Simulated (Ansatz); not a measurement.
Bi (A7 (α-As type)), relaxed with r²SCAN+D4 (Ansatz, a first-principles code, plane waves, PAW): a = b = 4.524 Å, c = 12.146 Å, α = β = 90.00°, γ = 120.00°.

Task: The same phase is relaxed and computed with r²SCAN in the same code. What is the cell now?

Result: a = b = 4.5350 Å, c = 12.3718 Å, α = β = 90.00°, γ = 120.00°.

All cells were relaxed under the symmetry of their starts (and spin orders); stability against distortions was not tested throughout. Scalar-relativistic: spin–orbit coupling is off unless named, which matters more the heavier the elements.

Potentials: the earlier of the program's two PAW sets.

Ansatz is a plane-wave DFT program.
